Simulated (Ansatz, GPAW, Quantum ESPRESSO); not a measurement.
ScRu3: energy against volume and a worked fit

```cif
data_structure
_symmetry_space_group_name_H-M 'Pm-3m'
_symmetry_Int_Tables_number 221
_cell_length_a 3.9384
_cell_length_b 3.9384
_cell_length_c 3.9384
_cell_angle_alpha 90.000
_cell_angle_beta 90.000
_cell_angle_gamma 90.000
_cell_volume 61.09
loop_
_atom_site_label
_atom_site_type_symbol
_atom_site_symmetry_multiplicity
_atom_site_Wyckoff_symbol
_atom_site_fract_x
_atom_site_fract_y
_atom_site_fract_z
_atom_site_occupancy
Ru1 Ru 3 c 0.50000 0.50000 0.00000 1
Sc1 Sc 1 a 0.00000 0.00000 0.00000 1
```

The cell comes from a database or a generator and needn't be the stable form of this composition.

The cell was scaled at fixed shape and fractions and run with Ansatz, Ansatz PAW, cutoff 420 eV; PBE, k mesh 7 × 7 × 7 on the cell of 4 atoms, fermi-dirac occupations of 0.05 eV, no spin polarisation, no spin-orbit coupling. Energies are those that the program minimises, any entropy of the smearing included. For a metal such a mesh isn't converged to the digits shown.

| V (Å³/atom) | energy over the lowest row (meV/atom) |
| --- | --- |
| 14.3562 | 27.85 |
| 14.6617 | 9.57 |
| 14.9671 | 0.61 |
| 15.2726 | 0.00 |
| 15.5780 | ? |
| 15.8835 | 20.36 |
| 16.1889 | 39.83 |

Problem. Fit the third-order Birch-Murnaghan form, give V0, B0 and B′, and predict the energy left open.

Solution. With y = (V0/V)^(2/3), E = E0 + (9 V0 B0/16) [(y - 1)³ B′ + (y - 1)² (6 - 4y)]. Least squares through the rows shown give V0 = 15.1423 Å³/atom, E0 = -0.70 meV, B0 = 203.1 GPa (1 eV/Å³ = 160.218 GPa) and B′ = 4.55, with a largest miss of 0.01 meV. At V = 15.5780 the form with these constants gives 6.84 meV; the run gave 6.84 meV an atom. Other set-ups at this level, from all their volumes (Å³/atom, GPa): GPAW, GPAW PAW data sets (gpaw-data 1.2.1): V0 15.125, B0 201.7; Quantum ESPRESSO, SSSP 1.3 efficiency PBE: V0 15.145, B0 202.9.
